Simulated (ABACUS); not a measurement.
Set-up for a self-consistent single point of Ge (P6_3/mmc, 8 atoms in the cell; from Materials Project mp-1007760, changed as shown).

```xyz
8
Lattice="3.9176 0.0000 0.0000 0.0000 6.7855 0.0000 0.0000 0.0000 6.4674" Properties=species:S:1:pos:R:3 pbc="T T T"
Ge     1.9588     1.1309     0.4068
Ge     0.0000     2.2618     6.0606
Ge     0.0000     2.2618     3.6405
Ge     1.9588     1.1309     2.8269
Ge     0.0000     4.5237     0.4068
Ge     1.9588     5.6546     6.0606
Ge     1.9588     5.6546     3.6405
Ge     0.0000     4.5237     2.8269
```

All values come from this method and carry its errors: ABACUS with PBEsol, numerical atomic orbitals DZP (confined pseudo-atomic orbitals with Gaussian additions; energy shift 0.003 Ry), PseudoDojo 0.4 standard norm-conserving PBEsol (tails mended) pseudopotentials.

ABACUS settings:

| setting | value |
|---|---|
| basis | DZP numerical atomic orbitals, energy shift 0.003 Ry |
| KPT | Gamma 6 4 4 0 0 0 |
| basis_type | lcao |
| ecutwfc | 100 Ry |
| smearing_method | fd |
| smearing_sigma | 0.00999582 Ry |
| potentials | PseudoDojo 0.4 standard norm-conserving PBEsol (tails mended) |
| symmetry | 1 |
| symmetry_prec | 1e-05 |
| ks_solver | genelpa |
| scf_nmax | 100 |
| scf_thr | 1.0e-07 |
| mixing_type | pulay |

Results:

| Quantity | Value |
|---|---|
| Number of valence electrons | 112 |
| Number of bands | 68 |
| Number of k-points after the program's reduction | 36 |
| Size of the basis | 200 |
| Number of SCF iterations | 8 |
| Free energy E − TS | -19417.0690 eV |
| Fermi level (on the code's own zero) | 10.39 eV |
| Pressure | 6.03 GPa |

Stress (GPa, positive for compression):
```
6.39  0.00  0.00
0.00  6.08  0.00
0.00  0.00  5.61
```

For comparison: a first run was changed to give this one (lattice scaled by 0.98), and from it to this one the free energy goes up by 28.9 meV/atom and the pressure goes from 1.17 to 6.03 GPa.

The atom-centred basis is finite, which shifts total energies and pressures against plane waves. The structure comes from a collection of computed structures, made at another level of theory; the collection holds predicted forms beside known ones. No clean gap shows at this smearing width and mesh (spacing up to 0.27 Å⁻¹); the mesh is coarse for partly filled bands, so the values carry mesh errors. Semi-local functionals can close small gaps.

Cost on one core: very roughly 90 core-seconds.

The atomic orbitals were generated for these runs; they are not ABACUS's published sets and were checked against plane waves on a few crystals only.

“Tails mended”: in these copies of the files the far tail of each local potential was reset to the Coulomb form.
